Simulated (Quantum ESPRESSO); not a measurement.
# Si2PO5N: input and log of a self-consistent run

A calculation, not a measurement. The program is pw.x of Quantum ESPRESSO 7.5 (plane-wave density functional theory). The cell is made up: 9 atoms on a quartz lattice, with randomly drawn elements, strain and displacements, not relaxed. PseudoDojo standard norm-conserving files (v0.5 for PBE, v0.4.1 for LDA and PBEsol) set the functional; there is no spin polarisation, spin-orbit coupling or dispersion term, and the masses in the input are unused placeholders.

Input:

```
&control calculation='scf', pseudo_dir='./dojo.nc.sr.pbe.v0_5.standard.upf', outdir='./o', disk_io='medium', tprnfor=.true., tstress=.true. /
&system ibrav=0, nat=9, ntyp=4, nbnd=30, ecutwfc=84.00895049, nosym=.true., tot_charge=0,
 occupations='smearing', smearing='fd', degauss=0.0018374661
/
&electrons conv_thr=7.350e-09, electron_maxstep=60, /
ATOMIC_SPECIES
N 1.0 N.upf
O 1.0 O.upf
P 1.0 P.upf
Si 1.0 Si.upf
CELL_PARAMETERS angstrom
5.1182 0.0 0.0
-2.5591 4.4325 0.0
0.0 0.0 5.6178
ATOMIC_POSITIONS angstrom
Si 2.4303 -0.0597 3.7282
P -1.1705 1.9693 1.8737
Si 1.3365 2.3715 -0.0286
O 1.4455 1.219 4.5492
N 3.3908 0.6308 2.5858
O 2.8831 2.6378 0.6627
O 0.2132 1.7801 1.1858
O -1.1753 3.2583 3.1451
O 0.8946 3.7713 5.0411
K_POINTS automatic
5 5 4 1 1 1
```

The log is shortened where brackets say so; the opening notice, blank lines, dates and the lines on written files are dropped, and the path of the files is cut. It prints rydbergs, bohrs and kilobars, and counts compression as positive stress. With no partly filled state, the Fermi energy that it prints is only some level between the filled and the empty states on the mesh, and need not lie in the true gap.

```
     Program PWSCF v.7.5
     Parallel version (MPI & OpenMP), running on       1 processor cores
     Number of MPI processes:                 1
     Threads/MPI process:                     1
     [start-up lines left out]
     bravais-lattice index     =            0
     lattice parameter (alat)  =       9.6720  a.u.
     unit-cell volume          =     860.0602 (a.u.)^3
     number of atoms/cell      =            9
     number of atomic types    =            4
     number of electrons       =        48.00
     number of Kohn-Sham states=           30
     kinetic-energy cutoff     =      84.0090  Ry
     charge density cutoff     =     336.0358  Ry
     scf convergence threshold =      7.3E-09
     mixing beta               =       0.7000
     number of iterations used =            8  plain     mixing
     Exchange-correlation= PBE
                           (   1   4   3   4   0   0   0)
     [axes and pseudopotential details left out]
   Cartesian axes
     site n.     atom                  positions (alat units)
         1        Si     tau(   1) = (   0.4748349  -0.0116643   0.7284201  )
         2        P      tau(   2) = (  -0.2286937   0.3847642   0.3660857  )
         3        Si     tau(   3) = (   0.2611270   0.4633465  -0.0055879  )
         4        O      tau(   4) = (   0.2824235   0.2381697   0.8888281  )
         5        N      tau(   5) = (   0.6624985   0.1232465   0.5052167  )
         6        O      tau(   6) = (   0.5633035   0.5153765   0.1294791  )
         7        O      tau(   7) = (   0.0416553   0.3477981   0.2316830  )
         8        O      tau(   8) = (  -0.2296315   0.6366105   0.6144934  )
         9        O      tau(   9) = (   0.1747880   0.7368411   0.9849361  )
     number of k points=    50  Fermi-Dirac smearing, width (Ry)=  0.0018
                       cart. coord. in units 2pi/alat
        k(    1) = (   0.1000000   0.1732047   0.1138835), wk =   0.0400000
        k(    2) = (   0.1000000   0.1732047   0.3416506), wk =   0.0400000
     [further k points left out]
     Dense  grid:    89281 G-vectors     FFT dimensions: (  60,  60,  64)
     Estimated max dynamical RAM per process >     114.49 MB
     Initial potential from superposition of free atoms
     starting charge      47.9986, renormalised to      48.0000
     Starting wfcs are   36 randomized atomic wfcs
     total cpu time spent up to now is       19.4 secs
     per-process dynamical memory:    87.1 Mb
     Self-consistent Calculation
     iteration #  1     ecut=    84.01 Ry     beta= 0.70
     Davidson diagonalization with overlap
     ethr =  1.00E-02,  avg # of iterations =  3.0
     total cpu time spent up to now is       67.3 secs
     total energy              =    -216.32400454 Ry
     estimated scf accuracy    <       2.47118322 Ry
     iteration #  2     ecut=    84.01 Ry     beta= 0.70
     Davidson diagonalization with overlap
     ethr =  5.15E-03,  avg # of iterations =  2.6
     total cpu time spent up to now is      113.0 secs
     total energy              =    -217.01769630 Ry
     estimated scf accuracy    <       2.06235063 Ry
     iteration #  3     ecut=    84.01 Ry     beta= 0.70
     Davidson diagonalization with overlap
     ethr =  4.30E-03,  avg # of iterations =  2.0
     total cpu time spent up to now is      147.9 secs
     total energy              =    -217.37374863 Ry
     estimated scf accuracy    <       0.05391684 Ry
     iteration #  4     ecut=    84.01 Ry     beta= 0.70
     Davidson diagonalization with overlap
     ethr =  1.12E-04,  avg # of iterations =  7.6
     total cpu time spent up to now is      198.9 secs
     total energy              =    -217.39816903 Ry
     estimated scf accuracy    <       0.00626834 Ry
     iteration #  5     ecut=    84.01 Ry     beta= 0.70
     Davidson diagonalization with overlap
     c_bands:  1 eigenvalues not converged
     ethr =  1.31E-05,  avg # of iterations =  9.1
     total cpu time spent up to now is      239.8 secs
     total energy              =    -217.39864302 Ry
     estimated scf accuracy    <       0.00223242 Ry
     [iterations 6 to 7 left out]
     iteration #  8     ecut=    84.01 Ry     beta= 0.70
     Davidson diagonalization with overlap
     ethr =  6.61E-08,  avg # of iterations =  3.4
     total cpu time spent up to now is      377.6 secs
     total energy              =    -217.39871633 Ry
     estimated scf accuracy    <       0.00000465 Ry
     iteration #  9     ecut=    84.01 Ry     beta= 0.70
     Davidson diagonalization with overlap
     ethr =  9.69E-09,  avg # of iterations =  2.0
     total cpu time spent up to now is      407.1 secs
     total energy              =    -217.39871660 Ry
     estimated scf accuracy    <       0.00000129 Ry
     iteration # 10     ecut=    84.01 Ry     beta= 0.70
     Davidson diagonalization with overlap
     ethr =  2.70E-09,  avg # of iterations =  2.0
     total cpu time spent up to now is      442.8 secs
     total energy              =    -217.39871676 Ry
     estimated scf accuracy    <       0.00000008 Ry
     iteration # 11     ecut=    84.01 Ry     beta= 0.70
     Davidson diagonalization with overlap
     ethr =  1.58E-10,  avg # of iterations =  3.4
     total cpu time spent up to now is      473.8 secs
     total energy              =    -217.39871680 Ry
     estimated scf accuracy    <       0.00000003 Ry
     iteration # 12     ecut=    84.01 Ry     beta= 0.70
     Davidson diagonalization with overlap
     ethr =  5.54E-11,  avg # of iterations =  2.0
     total cpu time spent up to now is      508.9 secs
     End of self-consistent calculation
          k = 0.1000 0.1732 0.1139 ( 11166 PWs)   bands (ev):
   -17.9934 -16.4441 -16.0412 -15.5015 -15.2302 -11.5962  -7.5787  -6.2118
    -4.5482  -3.9643  -3.1898  -3.1054  -1.4134  -1.1936  -0.8525  -0.4491
    -0.0680   0.1654   0.3070   0.5434   0.9799   1.2506   2.2320   2.5330
     6.4661   8.5632   9.0887   9.5204  10.5155  11.0898
     [levels at the other k points left out]
     the Fermi energy is     4.0654 ev
!    total energy              =    -217.39871680 Ry
     estimated scf accuracy    <          2.4E-09 Ry
     smearing contrib. (-TS)   =       0.00000000 Ry
     internal energy E=F+TS    =    -217.39871680 Ry
     The total energy is F=E-TS. E is the sum of the following terms:
     one-electron contribution =    -102.56005836 Ry
     hartree contribution      =      75.15611981 Ry
     xc contribution           =     -58.64740618 Ry
     ewald contribution        =    -131.34737207 Ry
     convergence has been achieved in  12 iterations
     Forces acting on atoms (cartesian axes, Ry/au):
     atom    1 type  4   force =     0.00743744    0.07544925    0.09234005
     atom    2 type  3   force =    -0.13949756   -0.01076389    0.06175537
     atom    3 type  4   force =     0.05174137   -0.02286324    0.09767187
     atom    4 type  2   force =     0.04545217   -0.13186209   -0.08696091
     atom    5 type  1   force =     0.05916373    0.10532256   -0.08049389
     atom    6 type  2   force =     0.04879589   -0.04259640    0.08497620
     atom    7 type  2   force =     0.00324356    0.03714083   -0.00386514
     atom    8 type  2   force =     0.01087479   -0.07803713   -0.08271233
     atom    9 type  2   force =    -0.08721139    0.06821011   -0.08271123
     Total force =     0.378764     Total SCF correction =     0.000055
     Computing stress (Cartesian axis) and pressure
          total   stress  (Ry/bohr**3)                   (kbar)     P=     -131.15
  -0.00097096   0.00010301  -0.00016796         -142.83       15.15      -24.71
   0.00010301  -0.00073389   0.00001171           15.15     -107.96        1.72
  -0.00016796   0.00001171  -0.00096977          -24.71        1.72     -142.66
     init_run     :     18.58s CPU     19.22s WALL (       1 calls)
     electrons    :    464.86s CPU    489.52s WALL (       1 calls)
     forces       :     10.34s CPU     10.57s WALL (       1 calls)
     stress       :     34.59s CPU     34.82s WALL (       1 calls)
     [timing details left out]
     PWSCF        :   8m48.72s CPU   9m14.80s WALL
     JOB DONE.
```

In other units: free energy -2957.860 eV for the cell, pressure -13.11 GPa, largest force component 3.587 eV/Å. A rerun of this cell at 1437 eV and a 7 x 7 x 6 mesh moved values by no more than 0.003 eV in energy, 0.03 GPa in stress and 0.002 eV/Å in force.